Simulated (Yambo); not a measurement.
G0W0@LDA for Rb$_{2}$TlGaF$_{6}$ (space group Fm-3m, No. 225) in Yambo. Reference settings: 2×2×2 Γ-centred k mesh, 289 bands and a 7 Ry block in the screening, 289 bands in G with the Bruneval-Gonze terminator, plasmon pole fitted at 27.2 eV. The LDA gap X → L on this mesh is 4.28 eV; G0W0 gaps are taken between the same points.

Gap (X → L) in eV against the number of bands and the screening block, terminator on:

| bands (W and G) | 2 Ry | 3 Ry | 4 Ry | 6 Ry | 7 Ry |
|---|---|---|---|---|---|
| 78 | 7.783 | 7.634 | 7.578 | 7.521 | 7.514 |
| 116 | 7.485 | 7.347 | 7.298 | 7.259 | 7.258 |
| 165 | 7.399 | 7.256 | 7.214 | 7.190 | 7.196 |
| 226 | 7.359 | 7.205 | 7.168 | 7.156 | 7.169 |
| 289 | 7.342 | 7.183 | 7.143 | 7.131 | 7.146 |

Rough cost of the Yambo step against the reference (shared machines):

```
bands (W and G)  2 Ry  3 Ry  4 Ry  6 Ry  7 Ry
---------------  ----  ----  ----  ----  ----
78                1/6   1/5   1/5   1/5   1/4
116               1/3   1/3   1/3   1/3   1/3
165               1/2   1/2   1/2   1/2   1/2
226                ~1    ~1    ~1    ~1    ~1
289                ~1    ~1    ~1    ~1     1
```

At the largest block the last step in bands moves the gap by -0.023 eV; at the most bands the last step in the block moves it by 0.015 eV.

Spin-orbit coupling is left out; with 6p states at a band edge it can lower the gap by many tenths of an eV, most of a small gap.

The standard potentials for Ga, Tl keep a d shell in the valence without the s and p states of that shell. In tests on such compounds this moved G0W0 gaps by up to about 0.9 eV, so absolute quasiparticle energies here are unreliable; differences between settings are what counts.

Geometry of the Materials Project entry, not relaxed at this level; primitive cell a = b = c = 6.499 Å, α = β = γ = 60.00°.

The structure is a Materials Project entry; no match was found in the copy of COD used, and its stability was not checked.
